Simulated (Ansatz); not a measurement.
Ansatz input file:

```yaml
crystal:
  lattice:
    - [2.4728254042, 0.0, 0.0]
    - [-1.2364127021, 2.1415296191, 0.0]
    - [0.0, 0.0, 4.0165253518]
  atoms:
    - { symbol: Co, position: [0.3333333333, 0.6666666667, 0.25], spin: 2.09 }
    - { symbol: Co, position: [0.6666666667, 0.3333333333, 0.75], spin: 2.09 }
basis:
  ecutwfc: 500
kpoints:
  mp_grid: { grid: [18, 18, 10] }
  band_path:
    path:
      - [[0.0, 0.0, 0.0], [0.5, 0.0, 0.0], [0.33333333, 0.33333333, 0.0], [0.0, 0.0, 0.0], [0.0, 0.0, 0.5], [0.5, 0.0, 0.5], [0.33333333, 0.33333333, 0.5], [0.0, 0.0, 0.5]]
      - [[0.5, 0.0, 0.5], [0.5, 0.0, 0.0]]
      - [[0.33333333, 0.33333333, 0.5], [0.33333333, 0.33333333, 0.0]]
    npoints: 14
hamiltonian:
  xc: r2scan
scf:
  occupations: { method: gaussian, width: 0.1 }
  n_extra_bands: 6
output:
  forces: true
  stress: true
  eigenvalues: true
  populations: true
  dos: { projected: true, de: 0.02, nscf_kmesh: { grid: [27, 27, 15] } }
  bader: true
  write_density: true
  write_potential: true
  elf: true
  volumetric_format: npy
magnetization:
  spin_polarized: true
checkpoint:
  read: start.run
  write: ck
  compress: false
  write_wavefunctions: false
  write_every: 100000
```

Command:
```bash
ansatz run input.yaml --threads 1 --pin off --max-ram 2560MiB --backend cpu --events-out ev --progress --plain --runs-dir out
```

All numbers below come from DFT r2SCAN, scalar-relativistic, plane waves, PAW in Ansatz 0.2.0.

From the run's log, abridged:

```
Warning: the band count 23 (scf.n_extra_bands) hosts the net moment |M| = 4.1800 μB (N_el = 34) but caps the reachable moment at 2·n_bands − N_el = 12.0000 μB, below the 24 bands that the automatic rule leaves for it — a moment growing past the seed, or the majority channel's smearing tail, pins there with fewer empty majority states than that count leaves; raise or omit scf.n_extra_bands unless the cap is intended
Warning: checkpoint.read: spin seed differs: saved ca3db283234a…, current 7fa08b85b937…; the loaded state replaces the seed-built initial guess (but the starting_ns of a DFT+U solve that opens without the state's occupation matrices), so the run may converge into the producing seed's basin, or, where the symmetry group that follows from this deck's starting moments and starting_ns does not hold the saved magnetisation, lose that magnetisation at its first build. Where atoms have moved since the state was saved, this difference can also decide whether moments are moved with them. A self-consistent run of this deck without the state starts from its starting moments and, under a DFT+U term, its ...
scf.n_extra_bands = 6 over 17 filled bands (N_el = 34.0): the run solves 23 bands
Pseudopotentials: kind: paw
Pseudopotential: Co, paw, valence charge 17, recommended cutoff 500 eV (meta_gga)
Functional definition: r2SCAN
Crystal: 2 atoms, lattice volume = 21.270 Å³
Basis set: ecut = 500 eV, 549 PW (Γ), exchange–correlation on 80×80×120 points (64 copies of the dense FFT grid, shifted against one another)
Bands: 23, of which v1, the nominal top of the filled ones, is band 17 counted from 1 (16 counted from 0)
Symmetry: 24 space group operations
Space group: P63/mmc (ITA 194), of the structure as read, at distance tolerance 2.8e-5 Å
Magnetic group: BNS 194.263 (UNI 1493), of the structure as read, at distance tolerance 2.8e-5 Å
k-points: 222 of 3240
Initial density: read from a saved state, or passed on in memory by an earlier SCF of this step, an earlier step, the calling program or the single point that the run made first
Stability of the state it starts from, as read at its close in the collinear treatment: not read, because the mixer in use, unlike msr1, does not test its closes by its own steps (another_mixer); its run was given moments
Starting moments: Σ|m| = 4.18 μB on 2 of 2 sites; this step starts from the density that it was given
Initial wavefunctions: pseudopotential atomic-orbital guess
Functional: x = r2scan, c = r2scan; τ floored in thin density (d = 2e-4 eV/Å³)
SCF iter   1: F=—  HF=-10263.058692 eV  |F-HF|=—  |Δ(HF+E_count)|=         —  Δρ=4.58e-7 (↑4.58e-7 ↓3.04e-7) dr2=7.66e-11  dr2_τ=3.96e-13  dr2_m=1.28e-12  M=3.519 μB ∫|m|=4.139 μB  β_m=1.20  ethr=2.38e-9  ⟨swp⟩=4.1  Hψ=78290  notcnv=0
SCF iter   2: F=-10263.058692 eV  HF=-10263.058692 eV  |F-HF|=9.82e-11  |Δ(HF+E_count)|=   1.93e-8  Δρ=5.03e-7 (↑5.03e-7 ↓4.67e-7) dr2=1.11e-10  dr2_τ=8.74e-13  dr2_m=3.36e-13  M=3.519 μB ∫|m|=4.139 μB  ethr=1.00e-12  ⟨swp⟩=8.6  Hψ=58908  notcnv=0
SCF 1 converged in 2 iterations: F = -10263.058692 eV  dr2 = 1.11e-10
this state was not tested for a lower state beside it, because the mixer in use, unlike msr1, does not test its closes by its own steps (another_mixer; see scf.mixing.algorithm and scf.lower_state_search)
SCF converged after 2 iterations
Magnetization: 3.5194 μB (18.7597 up, 15.2403 down)
Absolute magnetization: 4.1425 μB (∫|ρ↑−ρ↓|, with the PAW one-centre terms)
Spin contamination: 0.1341 ħ² per cell (⟨S²⟩ above its minimum at these occupations)
Per-site moments (μB) at R_I (Å): [(1.89623380, 1.01640933), (1.89623380, 1.01640933)]
Free energy (F): -10263.058692 eV
Harris-Foulkes:  -10263.058692 eV  (|F-HF|=9.82e-11)
Internal energy: -10263.050484 eV  (E = F + TS)
E sigma→0 (E₀):  -10263.054588 eV
Entropy (-TS):   -0.008208 eV (-4.104 meV/atom)
Fermi energy:    19.193731 eV
--- Per-component energies (eV) ---
  E_band       = -524.176627
  E_kinetic    = 909.113620
  E_local      = -5610.180825  (includes V_loc(G=0)·N_el)
  E_nonlocal   = 911.879076
  E_hartree    = 2355.248121
  E_xc         = -315.713790
  E_vxc        = -460.554108  (∫ρ·V_xc dr)
  E_paw        = -3047.390275  (= ΣΔE_a)
  E_vpaw       = -1014.420147  (= ΣTr[D̂ρ^β])
  E_aug_tail   = 0.000074  (compensation charges beyond the density's cutoff)
  E_vtau       = 29.488400  (kinetic-family band-sum trace: ∫τ·v_τ [+ j·A + Jᵃ·Aᵃ] dr)
  E_ewald      = -5465.416073
  E_core_change = -0.590412  (= ΣΔE_core)
  E_smearing   = -0.008208  (= −TS)
--- Forces (eV/Å), atoms counted from 1 ---
  atom   1  Co     0.00000000     0.00000000     0.00000000
  atom   2  Co     0.00000000     0.00000000     0.00000000
--- Stress (GPa, compression-positive) ---
        0.000499       0.000000       0.000000
        0.000000       0.000499       0.000000
        0.000000       0.000000      -0.016461
  P = ⅓ Tr σ = -0.0052 GPa (-0.052 kbar)
--- Band table (eV; the first three rows and the last of 444) ---
  k-point 0 ↑: bands = ["-81.1939", "-81.1357", "-43.1496", "-42.8418", "-42.8418", "-42.8040", "-42.7923", "-42.7923", "9.6148", "13.2809", "15.7521", "15.7904", "15.7904", "16.1026", "16.1026", "16.4495", "16.4495", "17.5702", "17.5702", "18.8170", "25.4332", "41.8466", "44.5171"]
  k-point 1 ↑: bands = ["-81.1924", "-81.1371", "-43.1412", "-42.8405", "-42.8405", "-42.8126", "-42.7935", "-42.7935", "9.7204", "13.2709", "15.7265", "15.7607", "15.7607", "16.0746", "16.0746", "16.5154", "16.5154", "17.5648", "17.5648", "18.3591", "26.0849", "41.8095", "44.3314"]
  k-point 2 ↑: bands = ["-81.1883", "-81.1413", "-43.1170", "-42.8375", "-42.8370", "-42.8370", "-42.7970", "-42.7970", "10.0325", "13.2155", "15.6561", "15.7059", "15.7059", "15.9996", "15.9996", "16.6753", "16.6753", "17.3772", "17.5422", "17.5422", "27.6695", "41.4659", "42.5932"]
  k-point 221 ↓: bands = ["-78.0770", "-78.0770", "-40.0833", "-40.0833", "-39.9991", "-39.9991", "-39.8370", "-39.8370", "16.2717", "16.2717", "16.4695", "16.4695", "17.1495", "17.1495", "19.1411", "19.1411", "20.5210", "20.5210", "25.6380", "25.6380", "27.4263", "27.4263", "30.0114"]
--- Löwdin populations: 2 sites ---
  site symbol q [e]    m [muB]
     0     Co     16.7609     1.8689
     1     Co     16.7609     1.8689
  spilling = 0.014067 (of n_electrons = 34.000000)
--- Bader charges: 2 sites ---
  site symbol charge [e]  shift [e]    m [muB]
     0     Co      0.0000     0.0000     1.7597
     1     Co      0.0000     0.0000     1.7597
  estimated error of the sums over rays = 1.6e-5 e
```

Self-consistency was reached.

Time: 57 s on 1 thread of Arm Neoverse V2 (shared host), peak memory 0.57 GiB.

The run starts from the saved density of an earlier one, so iterations and time are fewer than from atoms.

The state reached may not be the lowest one.